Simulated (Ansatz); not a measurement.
Task: Each is relaxed and computed with PBE in the plane-wave PAW code Ansatz. Which alone has a direct gap?
A. BN, zinc blende
B. SiC, zinc blende
C. GaAs, zinc blende
D. BP, zinc blende

Result: C, GaAs, zinc blende. GaAs: gap 0.16 eV (direct); BN: gap 4.46 eV (indirect); BP: gap 1.25 eV (indirect); SiC: gap 1.37 eV (indirect). All cells were relaxed under the symmetry of their starts (and spin orders); stability against distortions was not tested throughout. Scalar-relativistic: spin–orbit coupling is off unless named, which matters more the heavier the elements.

Potentials: the earlier of the program's two PAW sets.
